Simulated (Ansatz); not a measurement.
Hf (P6_3/mmc) under several functionals

**The experiment to reproduce.**

“Reinvestigation of high pressure polymorphism in Hafnium metal”, 2014, arxiv:1405.0345 reports, for a bulk crystal of Hf at 300 K: lattice constant a 3.1975 Å.

Plane-wave DFT in Ansatz with scalar-relativistic PAW potentials. The same structure was relaxed (cell and atoms, symmetry kept) in separate runs at each level. No spin polarisation.

Q: How do the levels LDA, PBE, r2SCAN compare?

A:
```tsv
level	cutoff (eV)	k mesh	V (Å³/atom)	a (Å)	c (Å)
LDA	420	18×18×8	20.824	3.120	4.941
r2SCAN	500	18×18×8	22.349	3.199	5.044
PBE	420	18×18×8	22.539	3.205	5.068
```

The usual order of volumes, LDA < PBE, holds here (20.824, 22.539 Å³/atom). As a rule LDA overbinds; PBE's gradient term for exchange weakens bonds. r2SCAN lies 0.8 % under PBE in volume.

For PBE: Measured lattice constant a of Hf: 3.1975 Å (300 K; “Reinvestigation of high pressure polymorphism in Hafnium metal”, 2014, arxiv:1405.0345). This calculation gives 3.205 Å (+0.2 %). The calculations are for 0 K without zero-point motion, and in metals axial ratios are sensitive to mesh and smearing.

Spin–orbit coupling is left out, which can shift energies with elements as heavy as these.